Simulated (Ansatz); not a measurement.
An Ansatz (a program for electronic structure) run. Input:

Ansatz 0.2 input:
```yaml
crystal:
  lattice:
    - [0.0, 5.0875677602, 5.0875677602]
    - [5.0875677602, 0.0, 5.0875677602]
    - [5.0875677602, 5.0875677602, 0.0]
  atoms:
    - { symbol: K, position: [0.75, 0.75, 0.75] }
    - { symbol: K, position: [0.25, 0.25, 0.25] }
    - { symbol: Te, position: [0.0, 0.0, 0.0] }
    - { symbol: Cl, position: [0.2500058267, 0.2500058267, 0.7499941733] }
    - { symbol: Cl, position: [0.7499941733, 0.7499941733, 0.2500058267] }
    - { symbol: Cl, position: [0.7499941733, 0.2500058267, 0.2500058267] }
    - { symbol: Cl, position: [0.2500058267, 0.7499941733, 0.7499941733] }
    - { symbol: Cl, position: [0.2500058267, 0.7499941733, 0.2500058267] }
    - { symbol: Cl, position: [0.7499941733, 0.2500058267, 0.7499941733] }
kpoints:
  mp_grid: { grid: [4, 4, 4] }
hamiltonian:
  xc: r2scan
  pseudopotentials: { kind: paw }
scf:
  occupations: { method: fixed }
output:
  optics: { e_range: [0.0, 15.0], de: 0.05, sigma: 0.1, bands: { spectra_wanted_up_to: 12 eV } }
```

Output (shortened):

```
output.optics: the spectra are integrated over the Brillouin zone by k·p interpolation around the k-points, where levels, occupations, output.optics.sigma and …
Pseudopotential: K, paw, valence charge 9
Pseudopotential: Te, paw, valence charge 16
Pseudopotential: Cl, paw, valence charge 7
Functional definition: r2SCAN
Crystal: 9 atoms, lattice volume = 263.367 Å³
Basis set: ecut = 500 eV, 6735 PW (Γ), exchange–correlation on 216×216×216 points (64 copies of the dense FFT grid, shifted against one another)
Bands: 47, of which v1, the nominal top of the filled ones, is band 38 counted from 1 (37 counted from 0)
Symmetry: 48 space group operations
Space group: Fm-3m (ITA 225), of the structure as read, at distance tolerance 6.4e-5 Å
k-points: 8 of 64
SCF iter   1: F=—  HF=-16593.802213 eV  |F-HF|=—  |Δ(HF+E_count)|=         —  Δρ=4.24e-3  dr2=4.45e-2  dr2_τ=2.76e-2  ethr=1.77e-3  ⟨swp⟩=4.0  Hψ=1475  notcnv=0  defer=50
preconditioner: auto → Resta (q_TF=auto, 2.218 Å⁻¹)
SCF iter   2: F=—  HF=-16593.847487 eV  |F-HF|=—  |Δ(HF+E_count)|=   4.53e-2  Δρ=2.16e-3  dr2=8.21e-3  dr2_τ=2.02e-4  ethr=5.86e-5  ⟨swp⟩=3.0  Hψ=632  notcnv=0  defer=52
SCF iter   3: F=—  HF=-16593.846271 eV  |F-HF|=—  |Δ(HF+E_count)|=   1.22e-3  Δρ=3.47e-4  dr2=2.10e-4  dr2_τ=2.60e-5  ethr=1.08e-5  ⟨swp⟩=3.0  Hψ=536  notcnv=0  defer=52
SCF iter   4: F=—  HF=-16593.846313 eV  |F-HF|=—  |Δ(HF+E_count)|=   4.17e-5  Δρ=8.03e-5  dr2=1.58e-5  dr2_τ=1.71e-6  ethr=2.76e-7  ⟨swp⟩=2.0  Hψ=584  notcnv=0  defer=52
SCF iter   5: F=—  HF=-16593.846308 eV  |F-HF|=—  |Δ(HF+E_count)|=   5.08e-6  Δρ=1.99e-5  dr2=1.94e-6  dr2_τ=1.64e-7  ethr=2.08e-8  ⟨swp⟩=2.0  Hψ=645  notcnv=0  defer=47
SCF iter   6: F=—  HF=-16593.846238 eV  |F-HF|=—  |Δ(HF+E_count)|=   7.03e-5  Δρ=8.51e-6  dr2=2.76e-7  dr2_τ=1.95e-8  ethr=2.55e-9  ⟨swp⟩=2.0  Hψ=661  notcnv=0  defer=44
SCF iter   7: F=—  HF=-16593.846238 eV  |F-HF|=—  |Δ(HF+E_count)|=   5.95e-8  Δρ=2.69e-6  dr2=2.47e-8  dr2_τ=1.29e-9  ethr=3.64e-10  ⟨swp⟩=2.5  Hψ=621  notcnv=0  defer=44
SCF iter   8: F=—  HF=-16593.846238 eV  |F-HF|=—  |Δ(HF+E_count)|=   1.06e-8  Δρ=5.10e-7  dr2=9.90e-10  dr2_τ=5.12e-11  ethr=3.24e-11  ⟨swp⟩=2.5  Hψ=637  notcnv=0  defer=44
SCF iter  10: F=-16593.846238 eV  HF=-16593.846238 eV  |F-HF|=3.64e-12  |Δ(HF+E_count)|=  1.82e-11  Δρ=7.21e-9  dr2=1.27e-13  dr2_τ=1.65e-14  ethr=1.00e-12  ⟨swp⟩=19.5  Hψ=2195  notcnv=0
SCF 1 converged in 10 iterations: F = -16593.846238 eV  dr2 = 1.27e-13
NSCF: frozen V_eff on 8 k-points
Optics k sum: 0 of 8 k-points
Optics k sum: 1 of 8 k-points
Optics k sum: 2 of 8 k-points
Optics k sum: 3 of 8 k-points
Optics k sum: 4 of 8 k-points
Optics k sum: 5 of 8 k-points
Optics k sum: 6 of 8 k-points
Optics k sum: 7 of 8 k-points
Optics k sum: 8 of 8 k-points
Optics k sum: 0 of 8 k-points
Optics k sum: 1 of 8 k-points
Optics k sum: 2 of 8 k-points
Optics k sum: 3 of 8 k-points
Optics k sum: 4 of 8 k-points
Optics k sum: 5 of 8 k-points
Optics k sum: 6 of 8 k-points
Optics k sum: 7 of 8 k-points
Optics k sum: 8 of 8 k-points
NSCF: frozen V_eff on 1 k-points
output.optics: what the bands over the 97 summed would add to eps1, eps2 and the energy-loss function is held between a lower and an upper bound (9 Lanczos …
SCF converged after 10 iterations
Free energy (F): -16593.846238 eV
Harris-Foulkes:  -16593.846238 eV  (|F-HF|=3.64e-12)
Internal energy: -16593.846238 eV  (E = F + TS)
E sigma→0 (E₀):  -16593.846238 eV
Fermi energy:    2.536061 eV
--- Per-component energies (eV) ---
  E_band       = -759.207389
  E_kinetic    = 1649.491443
  E_local      = -4682.230024  (includes V_loc(G=0)·N_el)
  E_nonlocal   = -116.716496
  E_hartree    = 2009.393020
  E_xc         = -1006.927222
  E_vxc        = -1292.832329  (∫ρ·V_xc dr)
  E_paw        = -10258.341429  (= ΣΔE_a)
  E_vpaw       = -408.590131  (= ΣTr[D̂ρ^β])
  E_aug_tail   = 0.000177  (compensation charges beyond the density's cutoff)
  E_vtau       = 72.883922  (kinetic-family band-sum trace: ∫τ·v_τ [+ j·A + Jᵃ·Aᵃ] dr)
  E_ewald      = -4187.589750
  E_core_change = -0.925955  (= ΣΔE_core)
  E_smearing   =  0.000000  (= −TS)
  E_closure    = 0.000000  (closes the sum)
  Σ components = -16593.846238   (vs F -16593.846238, Δ=0.00e0)
  [band-id]    e_kinetic+e_local+e_nonlocal+2·e_hartree+e_vxc+e_vpaw+e_augmentation_tail+e_vtau = -759.207398   (vs E_band -759.207389, Δ=-8.57e-6)
--- Band table (eV; the first three rows and the last of 8) ---
  k-point 0: bands = ["-36.4711", "-36.4711", "-36.4711", "-36.4701", "-36.4701", "-27.5421", "-27.5407", "-13.4804", "-12.2273", "-12.2273", "-12.2273", "-11.8478", "-11.8478", "-10.2536", "-10.2536", "-10.2536", "-10.2391", "-10.2391", "-10.2391", …
  k-point 1: bands = ["-36.4711", "-36.4711", "-36.4711", "-36.4701", "-36.4701", "-27.5419", "-27.5409", "-13.4393", "-12.3203", "-12.1980", "-12.1980", "-11.8884", "-11.8884", "-10.2473", "-10.2473", "-10.2376", "-10.2362", "-10.2362", "-10.2322", …
  k-point 2: bands = ["-36.4711", "-36.4711", "-36.4711", "-36.4701", "-36.4701", "-27.5414", "-27.5414", "-13.3921", "-12.4168", "-12.1587", "-12.1587", "-11.9389", "-11.9389", "-10.2376", "-10.2376", "-10.2369", "-10.2369", "-10.2292", "-10.2190", …
  k-point 7: bands = ["-36.4711", "-36.4711", "-36.4711", "-36.4701", "-36.4701", "-27.5414", "-27.5414", "-13.3647", "-12.3164", "-12.2488", "-12.2488", "-11.9683", "-11.9046", "-10.2342", "-10.2339", "-10.2303", "-10.2303", "-10.2297", "-10.2139", …
```

Cost: very roughly 4 core-minutes on shared cores.

The first step of the workflow began from a Materials Project structure, measured or hypothetical; the Crystallography Open Database copy checked does not list it. COD files the formula under space group No. 139, so this cell is another polymorph or a model. Whether it is the stable phase at ambient conditions was not checked. The cell was relaxed with r²SCAN under the symmetry of its start; whether a distortion lowers the energy is not shown. Scalar-relativistic: spin–orbit coupling is off unless named, which matters more the heavier the elements.

Potentials: the later of the program's two PAW sets.

Ansatz is a plane-wave DFT program.
